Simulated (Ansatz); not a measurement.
Cd$_{2}$TeSe:
```
CELL_PARAMETERS angstrom
      4.39909     0.00000     0.00000
      0.00000     4.39909     0.00000
      0.00000     0.00000     6.18486
ATOMIC_POSITIONS crystal
  Cd 0.50000 0.00000 0.76763
  Cd 0.00000 0.50000 0.23237
  Te 0.00000 0.00000 0.50000
  Se 0.50000 0.50000 0.00000
```

Relaxed with LDA. Special points in fractions of this cell's reciprocal vectors: Γ (0.000, 0.000, 0.000); X (0.000, 0.500, 0.000); M (0.500, 0.500, 0.000); Z (0.000, 0.000, 0.500); R (0.000, 0.500, 0.500); A (0.500, 0.500, 0.500).

**Question.** List the band energies nearest the valence-band maximum at these points for LDA (plane waves, PAW; program Ansatz).

**Answer.** In eV from the valence-band maximum; about four levels below and three above (degenerate sets whole), none deeper than 8.9 eV; points with the same levels are listed once.

| k | below | above |
|---|---|---|
| Γ | -2.14 -2.14 -0.07 0.00 0.00 | 0.34 2.67 2.96 |
| X | -2.33 -2.30 -1.32 -0.52 | 2.97 3.61 4.87 |
| M | -2.27 -2.04 -2.04 -1.83 | 2.47 2.62 3.00 3.00 |
| Z | -1.60 -1.60 -0.83 -0.83 | 2.86 3.05 3.44 |
| R | -1.30 -0.93 -0.83 -0.48 | 1.46 2.29 5.49 |
| A | -2.56 -2.50 -2.50 -2.37 | 4.49 4.49 4.51 |

Space group P-4m2. The workflow started from a Materials Project entry (that database holds measured and hypothetical structures alike); the Crystallography Open Database copy checked does not list it. Whether it is the stable phase at ambient conditions was not checked. The LDA relaxation kept the symmetry of its start; of distortions, only those at the zone centre were tested. Scalar-relativistic: spin–orbit coupling is off unless named, which matters more the heavier the elements.

Potentials: the later of the program's two PAW sets.
